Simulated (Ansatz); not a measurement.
The relaxed structure here is a generated cell of PbSe: the first start was made by placing the elements on the sites of a structure type, and the end was not matched to a known phase here, so it may be hypothetical. Known forms of PbSe include space group No. 225.

One stationary structure of PbSe. Space group F-43m (No. 216), zinc blende type. Level of theory: PBE (plane waves to 420 eV, PAW, scalar-relativistic; Ansatz, a quantum-chemistry and plane-wave program).

```cif
data_Pb4Se4
_chemical_formula_sum 'Se4 Pb4'
_space_group_name_H-M_alt 'F-43m'
_space_group_IT_number 216
_space_group_name_Hall 'F -4 2 3'
_cell_length_a 6.89993
_cell_length_b 6.89993
_cell_length_c 6.89993
_cell_angle_alpha 90.000
_cell_angle_beta 90.000
_cell_angle_gamma 90.000
loop_
_atom_site_label
_atom_site_type_symbol
_atom_site_symmetry_multiplicity
_atom_site_Wyckoff_symbol
_atom_site_fract_x
_atom_site_fract_y
_atom_site_fract_z
_atom_site_occupancy
Se1 Se 4 c 0.25000 0.25000 0.25000 1
Pb1 Pb 4 a 0.00000 0.00000 0.00000 1
```
(The calculation used a cell of 2 atoms; values per cell refer to that cell.)

| Item | Value |
|---|---|
| Volume per atom | 41.06 Å³ |
| Density | 5.79 g/cm³ |
| Band gap | 0.67 eV, indirect (valence top at k = (0.25, -0.5, -0.25), conduction bottom at X) (no spin-orbit coupling) |
| Smallest direct gap | 1.17 eV at X |
| Shortest distances | Pb–Se 2.99 Å |
| k-mesh | 8×8×8 |

Band energies at high-symmetry points (eV from the VBM; labels of this space group; no spin-orbit coupling), from −5 eV up to 4.4 eV:

```csv
point,energies
Γ,-1.57 -1.57 -1.57 2.12 2.12 2.12
X,-2.75 -2.75 -0.50 0.67
U,-3.15 -2.56 -0.37 1.68 3.88 4.13
K,-3.15 -2.56 -0.37 1.68 3.88 4.13
L,-2.08 -2.08 -1.96 2.86 2.86 3.58
W,-3.00 -2.95 0.00 2.13 2.76
```

No spin polarisation in the result. Spin-orbit coupling is missing; with elements this heavy it can move band edges by tenths of an eV or more.

The run could not lose the symmetry of its start, so the end can be a saddle point.

All atoms sit on sites fixed by symmetry, so only the cell could relax.
